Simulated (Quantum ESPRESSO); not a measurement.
## HfAl2Pd2Nb2Rh (input and log of a self-consistent run)

Simulated, not a measurement. The program is pw.x of Quantum ESPRESSO 7.5 (plane-wave density functional theory). The cell is made up: eight metal atoms on a hexagonal close-packed lattice, with elements, volume, strain and displacements drawn at random and not relaxed, so it may be unstable or far from any real phase. PseudoDojo standard norm-conserving files set the functional (PBE unless stated); there is no spin polarisation or spin-orbit coupling, the Fermi-Dirac width of 0.25 eV means electrons at about 2900 K, and the masses in the input are unused placeholders. Heavy elements are run without spin-orbit coupling, which real alloys of them have. A spin test at this wide smearing found no moment, but such smearing suppresses magnetism that the real alloy may have.

Input:

```
&control calculation='scf', pseudo_dir='./dojo.nc.sr.pbe.v0_5.standard.upf', outdir='./o', disk_io='minimal', tprnfor=.true., tstress=.true. /
&system ibrav=0, nat=8, ntyp=5, nbnd=65, ecutwfc=87.97787729, nosym=.true., tot_charge=0,
 occupations='smearing', smearing='fd', degauss=0.0183746611
/
&electrons conv_thr=1.470e-08, electron_maxstep=70, mixing_beta=0.5 /
ATOMIC_SPECIES
Al 1.0 Al.upf
Hf 1.0 Hf.upf
Nb 1.0 Nb.upf
Pd 1.0 Pd.upf
Rh 1.0 Rh.upf
CELL_PARAMETERS angstrom
2.8375 0.0223 -0.0257
0.0387 4.9668 -0.0029
-0.0849 -0.0056 9.3329
ATOMIC_POSITIONS angstrom
Hf -0.0574 -0.0357 -0.0399
Al -0.1973 -0.0051 4.6562
Pd -0.0344 1.5684 2.385
Nb -0.092 1.7435 7.0848
Al 1.438 2.4397 0.0137
Pd 1.3735 2.5109 4.6942
Rh 1.5785 4.1586 2.2855
Nb 1.4004 4.1648 6.8732
K_POINTS automatic
8 5 3 1 1 1
```

The log is shortened where brackets say so; the opening notice, blank lines, dates and the lines on written files are dropped, and the path of the files is cut. It prints rydbergs, bohrs and kilobars, and counts compression as positive stress. Its total energy is the free energy E - TS of the whole cell.

```
     Program PWSCF v.7.5
     Parallel version (MPI & OpenMP), running on       4 processor cores
     Number of MPI processes:                 4
     Threads/MPI process:                     1
     [start-up lines left out]
     bravais-lattice index     =            0
     lattice parameter (alat)  =       5.3625  a.u.
     unit-cell volume          =     887.4896 (a.u.)^3
     number of atoms/cell      =            8
     number of atomic types    =            5
     number of electrons       =        97.00
     number of Kohn-Sham states=           65
     kinetic-energy cutoff     =      87.9779  Ry
     charge density cutoff     =     351.9115  Ry
     scf convergence threshold =      1.5E-08
     mixing beta               =       0.5000
     number of iterations used =            8  plain     mixing
     Exchange-correlation= PBE
                           (   1   4   3   4   0   0   0)
     [axes and pseudopotential details left out]
   Cartesian axes
     site n.     atom                  positions (alat units)
         1        Hf     tau(   1) = (  -0.0202276  -0.0125806  -0.0140607  )
         2        Al     tau(   2) = (  -0.0695280  -0.0017972   1.6408336  )
         3        Pd     tau(   3) = (  -0.0121225   0.5527004   0.8404682  )
         4        Nb     tau(   4) = (  -0.0324206   0.6144052   2.4966663  )
         5        Al     tau(   5) = (   0.5067477   0.8597444   0.0048278  )
         6        Pd     tau(   6) = (   0.4840181   0.8848351   1.6542247  )
         7        Rh     tau(   7) = (   0.5562596   1.4654805   0.8054046  )
         8        Nb     tau(   8) = (   0.4934976   1.4676654   2.4220990  )
     number of k points=    60  Fermi-Dirac smearing, width (Ry)=  0.0184
                       cart. coord. in units 2pi/alat
        k(    1) = (   0.0625235   0.0566762   0.0512784), wk =   0.0333333
        k(    2) = (   0.0606883   0.0565722  -0.1514409), wk =   0.0333333
     [further k points left out]
     Dense  grid:    98819 G-vectors     FFT dimensions: (  36,  60, 108)
     Estimated max dynamical RAM per process >     363.30 MB
     Estimated total dynamical RAM >       1.35 GB
     Initial potential from superposition of free atoms
     starting charge      96.9876, renormalised to      97.0000
     Starting wfcs are   66 randomized atomic wfcs
     total cpu time spent up to now is        4.0 secs
     per-process dynamical memory:   287.6 Mb
     Self-consistent Calculation
     iteration #  1     ecut=    87.98 Ry     beta= 0.50
     Davidson diagonalization with overlap
     ethr =  1.00E-02,  avg # of iterations =  6.1
     total cpu time spent up to now is       13.6 secs
     total energy              =   -1127.89180829 Ry
     estimated scf accuracy    <      29.47016175 Ry
     iteration #  2     ecut=    87.98 Ry     beta= 0.50
     Davidson diagonalization with overlap
     ethr =  1.00E-02,  avg # of iterations =  5.9
     total cpu time spent up to now is       26.6 secs
     total energy              =   -1138.47125946 Ry
     estimated scf accuracy    <     242.99184064 Ry
     iteration #  3     ecut=    87.98 Ry     beta= 0.50
     Davidson diagonalization with overlap
     ethr =  1.00E-02,  avg # of iterations =  6.0
     total cpu time spent up to now is       38.9 secs
     total energy              =   -1146.77019992 Ry
     estimated scf accuracy    <      28.15423382 Ry
     iteration #  4     ecut=    87.98 Ry     beta= 0.50
     Davidson diagonalization with overlap
     ethr =  1.00E-02,  avg # of iterations =  2.0
     total cpu time spent up to now is       46.3 secs
     total energy              =   -1148.07138729 Ry
     estimated scf accuracy    <      32.02289010 Ry
     iteration #  5     ecut=    87.98 Ry     beta= 0.50
     Davidson diagonalization with overlap
     ethr =  1.00E-02,  avg # of iterations =  1.0
     total cpu time spent up to now is       52.6 secs
     total energy              =   -1148.14596416 Ry
     estimated scf accuracy    <      10.67973042 Ry
     [iterations 6 to 14 left out]
     iteration # 15     ecut=    87.98 Ry     beta= 0.50
     Davidson diagonalization with overlap
     ethr =  2.39E-07,  avg # of iterations =  1.0
     total cpu time spent up to now is      124.9 secs
     total energy              =   -1147.95398468 Ry
     estimated scf accuracy    <       0.00000182 Ry
     iteration # 16     ecut=    87.98 Ry     beta= 0.50
     Davidson diagonalization with overlap
     ethr =  1.88E-09,  avg # of iterations =  3.0
     total cpu time spent up to now is      132.9 secs
     total energy              =   -1147.95398495 Ry
     estimated scf accuracy    <       0.00000104 Ry
     iteration # 17     ecut=    87.98 Ry     beta= 0.50
     Davidson diagonalization with overlap
     ethr =  1.07E-09,  avg # of iterations =  2.0
     total cpu time spent up to now is      140.1 secs
     total energy              =   -1147.95398500 Ry
     estimated scf accuracy    <       0.00000273 Ry
     iteration # 18     ecut=    87.98 Ry     beta= 0.50
     Davidson diagonalization with overlap
     ethr =  1.07E-09,  avg # of iterations =  1.0
     total cpu time spent up to now is      146.4 secs
     total energy              =   -1147.95398515 Ry
     estimated scf accuracy    <       0.00000002 Ry
     iteration # 19     ecut=    87.98 Ry     beta= 0.50
     Davidson diagonalization with overlap
     ethr =  2.24E-11,  avg # of iterations =  2.5
     total cpu time spent up to now is      154.0 secs
     End of self-consistent calculation
     [lines on levels left out]
!    total energy              =   -1147.95398515 Ry
     estimated scf accuracy    <          2.9E-09 Ry
     smearing contrib. (-TS)   =      -0.09896091 Ry
     internal energy E=F+TS    =   -1147.85502424 Ry
     The total energy is F=E-TS. E is the sum of the following terms:
     one-electron contribution =    -469.49751568 Ry
     hartree contribution      =     286.33163052 Ry
     xc contribution           =    -207.90630061 Ry
     ewald contribution        =    -756.78283846 Ry
     convergence has been achieved in  19 iterations
     Forces acting on atoms (cartesian axes, Ry/au):
     atom    1 type  2   force =     0.01230353   -0.01909552    0.08316068
     atom    2 type  1   force =     0.01508639    0.01309754   -0.06372615
     atom    3 type  4   force =     0.01148593    0.02047349   -0.02297120
     atom    4 type  3   force =     0.00796090   -0.02231981   -0.03138034
     atom    5 type  1   force =    -0.00577750    0.02838083    0.05128112
     atom    6 type  4   force =    -0.00529321   -0.00685348   -0.01089424
     atom    7 type  5   force =    -0.02072420   -0.02688130   -0.00406475
     atom    8 type  3   force =    -0.01504185    0.01319826   -0.00140512
     Total force =     0.140536     Total SCF correction =     0.000199
     Computing stress (Cartesian axis) and pressure
          total   stress  (Ry/bohr**3)                   (kbar)     P=       43.15
   0.00058726   0.00003462   0.00000819           86.39        5.09        1.21
   0.00003462   0.00025584  -0.00000646            5.09       37.63       -0.95
   0.00000819  -0.00000646   0.00003693            1.21       -0.95        5.43
     init_run     :      3.76s CPU      3.89s WALL (       1 calls)
     electrons    :    149.73s CPU    150.05s WALL (       1 calls)
     forces       :      1.42s CPU      1.43s WALL (       1 calls)
     stress       :      4.94s CPU      4.94s WALL (       1 calls)
     [timing details left out]
     PWSCF        :   2m39.97s CPU   2m40.46s WALL
     JOB DONE.
```

In other units: free energy -15618.710 eV for the cell, pressure 4.32 GPa, largest force component 2.138 eV/Å in size. The run took 162 s of wall time with four MPI processes on a shared machine (AMD EPYC, Zen 5, virtual cores), so the time is rough. A rerun of this cell at a higher cutoff and on a denser mesh moved values by no more than 0.005 eV in energy, 0.10 GPa in stress and 0.007 eV/Å in force, and a second program with other atomic files agreed on that cell to 2 % rms in force and 0.5 GPa in pressure.